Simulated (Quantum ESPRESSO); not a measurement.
Simulation results for Al$_{2}$InGaAs$_{4}$ (made-up cell)

All values are calculated (Quantum ESPRESSO 7.5). Calculation on a made-up crystal cell, not a measurement: periodic Kohn-Sham density functional theory in plane waves with PseudoDojo standard norm-conserving scalar-relativistic pseudopotentials, each functional with its own files (v0.5 for PBE, v0.4.1 for LDA and PBEsol), no spin polarisation, no spin-orbit coupling, atoms not relaxed, stress positive in tension, energies less a fixed whole-eV offset for each atom's element; levels are Kohn-Sham levels at fractions of this cell's reciprocal vectors, counted from the reference band (half the neutral cell's valence electrons, rounded up) at Gamma; error bars cover cutoff and k-mesh only, not smearing or the files; added strain carries the atoms with the cell, and shear is the tensor component; each bar is the largest change over components, and at least 0.002 eV, 0.002 eV per angstrom or 0.02 GPa; energies are for the whole cell, and the offsets were chosen from early runs and are not element reference energies.

```json
{"formula": "Al2InGaAs4", "kind": "made-up cell", "structure": {"cell_angstrom": [[5.7942, -0.06, 0.075], [-0.06, 5.6281, -0.0725], [0.075, -0.0725, 5.5973]], "atoms_fractional": [["Al", -0.00397, 0.01325, -0.00812], ["Ga", -0.00842, 0.50944, 0.50449], ["Al", 0.49384, 0.01389, 0.50552], ["In", 0.49684, 0.48288, -0.01246], ["As", 0.22136, 0.26144, 0.26541], ["As", 0.22862, 0.76153, 0.75618], ["As", 0.72633, 0.26117, 0.74357], ["As", 0.75257, 0.76548, 0.25613]]}, "given": {"lattice_type": "zincblende/diamond", "functional": "pbe", "cutoff [eV]": 1143, "fermi_dirac_smearing [eV]": 0.025, "scf_tolerance [eV]": 1e-07, "electrons_removed": 0, "k_mesh": "4 x 4 x 4, shifted by half a step", "atom_site": [1, 2, 3, 4, 5, 6, 7, 8], "atom_energy_offset [eV]": [-64, -2080, -64, -1808, -2887, -2887, -2887, -2887]}, "results": {"free_energy_less_offsets [eV]": 2.049, "smearing_term_minus_ts [eV]": 0.0, "scf_iterations": 11, "pressure [GPa]": 8.441, "stress_xx [GPa]": -7.389, "stress_yy [GPa]": -8.621, "stress_zz [GPa]": -9.312, "stress_yz [GPa]": -5.824, "stress_xz [GPa]": 4.996, "stress_xy [GPa]": 1.45, "force_site": [1, 2, 3, 4, 5, 6, 7, 8], "force_x [eV/angstrom]": [-0.9665, -0.7929, -0.9685, -2.247, 0.6493, 0.8044, 3.63, -0.1086], "force_y [eV/angstrom]": [0.4245, 0.8101, -0.7306, 3.032, -1.299, 0.105, -2.493, 0.1505], "force_z [eV/angstrom]": [0.5205, 0.09486, -0.794, 2.652, -0.0092, -0.6416, -1.889, 0.06693], "error_bar_energy [eV]": 0.01069, "error_bar_stress [GPa]": 0.02, "error_bar_force [eV/angstrom]": 0.002559, "error_bars_from": "tighter rerun of a related cell"}}
```
